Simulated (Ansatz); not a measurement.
Cell and atoms are relaxed with the symmetry kept. Start:

Space group P6/mmm (No. 191). a = 4.036 Å, b = 4.036 Å, c = 3.609 Å, α = 90.00°, β = 90.00°, γ = 120.00°
```tsv
atom	site	symmetry	x	y	z
Sc	1a	6/mmm	0.0000	0.0000	0.0000
Si	2d	-6m2	0.3333	0.6667	0.5000
```

These are results of DFT PBEsol, scalar-relativistic, plane waves, PAW in Ansatz, not measurements.

Cutoff 420 eV; k points 12×12×12 on the computed 3-atom cell (Γ-centred); Gaussian smearing, width 0.10 eV; no spin polarisation.

Question: What does it relax to?

Answer: The volume goes down by 0.53 Å³/atom to 16.44 Å³/atom, and the energy falls by 5.0 meV/atom. Final structure:
```yaml
crystal:
  lattice:
    - [4.00768, 0.00000, 0.00000]
    - [-2.00384, 3.47075, 0.00000]
    - [0.00000, 0.00000, 3.54655]
  atoms:
    - { symbol: Sc, position: [0.00000, 0.00000, 0.00000] }
    - { symbol: Si, position: [0.33333, 0.66667, 0.50000] }
    - { symbol: Si, position: [0.66667, 0.33333, 0.50000] }
```

Course of the relaxation (steps run on the plane waves of an earlier cell, and the basis is chosen afresh near the end, so energy and pressure can step there; trial steps that raised the energy were taken back; energies are free energies):

```
step E − E_final (meV/atom) P (GPa) V (Å³/atom)
   1                     5.0    -2.88        16.97
   2                     2.3     1.18        16.19
   3                    -0.1    -0.08        16.46
   4                    -0.1    -0.01        16.44
   5                     0.0    -0.01        16.44
```

Cost: 1 run of about 0.78 core-minutes, on Arm Neoverse N1 (shared hosts).